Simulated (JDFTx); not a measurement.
Nb(211) slab cut from bulk Nb (space group Im-3m, indices of the conventional cell, lattice of the Materials Project entry mp-75, not re-optimised): 8 atoms in 8 planes, a 1x1 cell of 13.48 Å² (|a| = 2.873, |b| = 4.692 Å), 9.5 Å between the outermost planes, cell height 25.5 Å, 8×6×1 k mesh, Fermi smearing 0.01 Ha, no spin polarisation.

All numbers are PBE, GBRV ultrasoft potentials, plane waves to 20/100 Ha results from a modified build of JDFTx, not measurements. Vacuum. The outer atoms relax from bulk positions, keeping the cell's symmetry; the lattice is not PBE's own optimum in this code, and that strain can shift the moves by a few hundredths of an ångström. Input:

```
lattice \
  5.4294701299 0.0000000000 0.0000000000 \
  0.0000000000 8.8662875939 0.0000000000 \
  0.0000000000 0.0000000000 48.1880161780
coords-type Lattice
ion Nb 0.0833333330 0.5000000000 -0.1859003420 1
ion Nb 0.4166666670 0.0000000000 -0.1327859580 0
ion Nb 0.7500000000 0.5000000000 -0.0796715750 0
ion Nb 0.0833333330 0.0000000000 -0.0265571920 0
ion Nb 0.4166666670 0.5000000000 0.0265571920 0
ion Nb 0.7500000000 0.0000000000 0.0796715750 0
ion Nb 0.0833333330 0.5000000000 0.1327859580 0
ion Nb 0.4166666670 0.0000000000 0.1859003420 1
ion-species pseudo/nb_pbe_v1.upf
elec-cutoff 20 100
elec-ex-corr gga-PBE
coulomb-interaction Slab 001
coulomb-truncation-embed 0 0 0
kpoint-folding 8 6 1
elec-smearing Fermi 0.01
lcao-params 10
elec-n-bands 68
electronic-scf nIterations 100 energyDiffThreshold 1e-07
ionic-minimize nIterations 10 energyDiffThreshold 1e-5 knormThreshold 4e-4
dump-name vac.$VAR
dump End State Ecomponents EigStats BandEigs Forces ElecDensity IonicPositions Fillings Kpoints Dtot
```

Task: How far do the free atoms of the upper face move along the normal, and how much energy is released?

Result: Nb (atom 8) -0.19 Å (positive: outward). The free energy falls by 0.228 eV per cell, 135 mJ/m².
